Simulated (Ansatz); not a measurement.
**Ansatz 0.2.0, relaxation: CsBiW3**

The input file (Ansatz 0.2.0, plane waves):

```yaml
crystal:
  lattice:
    - [4.9988122, 0.0, 0.0]
    - [0.0, 4.9988122, 0.0]
    - [0.0, 0.0, 4.9988122]
  atoms:
    - { symbol: Bi, position: [0.0, 0.0, 0.0] }
    - { symbol: W, position: [0.5, 0.0, 0.0], spin: 1, spin_axis: [-0.96084, 0.27692, -0.00956] }
    - { symbol: W, position: [0.0, 0.5, 0.0], spin: 1, spin_axis: [0.08695, 0.95033, -0.29886] }
    - { symbol: W, position: [0.0, 0.0, 0.5], spin: 1, spin_axis: [-0.99571, -0.08255, 0.0417] }
    - { symbol: Cs, position: [0.5, 0.5, 0.5] }
kpoints:
  mp_grid: { grid: [5, 5, 5], shift: [0, 0, 0] }
magnetization:
  noncollinear: true
  spin_orbit: false
scf:
  occupations: { method: fermi_dirac }
  lower_state_search: "off"
hamiltonian:
  pseudopotentials: { kind: paw }
  xc: pbe
basis:
  ecutwfc: 420
  fft_grid_basis: typed
relax:
  max_steps: 80
  cell: { p_target: 0.0 }
  f_tol: 0.03
output:
  forces: true
  stress: true
  eigenvalues: true
  bader: true
  populations: true
  elf: true
  write_potential: true
  volumetric_format: npy
  dos:
    e_range: [-12, 8]
    de: 0.05
    projected: { site_lists: { Bi: [Bi], Cs: [Cs], W: [W] } }
    method: { smearing: { sigma: 0.1, scheme: gaussian } }
  write_density: true
checkpoint:
  read: saved_state
```

The command:

```bash
ansatz run input.yaml --threads 2 --pin off --max-ram 2560MiB --backend cpu --events-out ev --progress --plain --runs-dir out
```

Origin of the cell: a known structure type with other elements, at an estimated volume, so it need not be a known compound.

The smearing width isn't typed, so it takes its default of 0.1 eV.

The saved state is a converged single point of the same cell. Its moments changed on the way.

Steps («new basis» is an SCF on plane waves selected anew at the same cell):

```tsv
step	ΔF (meV/atom)	max force component (eV/Å)	P (GPa)	volume (Å³)	SCF iterations	step was
1	0.0	0.000	16.83	124.91	21	accepted
2	-233.6	0.000	4.38	144.08	15	accepted
3	-262.2	0.000	1.41	152.31	11	accepted
4	-266.3	0.000	0.24	156.55	9	accepted
5	-266.4	0.000	0.00	157.52	8	accepted
6	-267.9	0.000	0.04	157.52	10	new basis
```

The starting structure.

Space group Pm-3m (No. 221); the run's cell has a = 4.999 Å, b = 4.999 Å, c = 4.999 Å, α = 90.00°, β = 90.00°, γ = 90.00°. Shortest distances: Bi–W 2.50 Å, W–W 3.53 Å, Cs–W 3.53 Å.

After:

Space group Pm-3m (No. 221); the run's cell has a = 5.401 Å, b = 5.401 Å, c = 5.401 Å, α = 90.00°, β = 90.00°, γ = 90.00°. Shortest distances: Bi–W 2.70 Å.

```
CELL_PARAMETERS angstrom
5.40068 0.00000 0.00000
0.00000 5.40063 0.00000
0.00000 0.00000 5.40065
ATOMIC_POSITIONS crystal
Bi 0.00000 0.00000 0.00000
W 0.50000 0.00000 0.00000
W 0.00000 0.50000 0.00000
W 0.00000 0.00000 0.50000
Cs 0.50000 0.50000 0.50000
```

- Free energy lowered by: 267.9 meV/atom
- Volume change: 26.11 %
- Final pressure: 0.04 GPa
- Relaxation steps listed: 6
- Total moment: 0.00 μB

Caveats: a starting moment was lost; no spin-orbit coupling, though heavy elements are present; the magnetic state was chosen at the start cell and may not be the lowest after relaxing; the relaxation held the start's symmetry, so the end may be a saddle point.

Time: 8.7 min on 2 threads of Arm Neoverse V1, with other jobs on the host, peak memory 1 GiB, from a saved density.
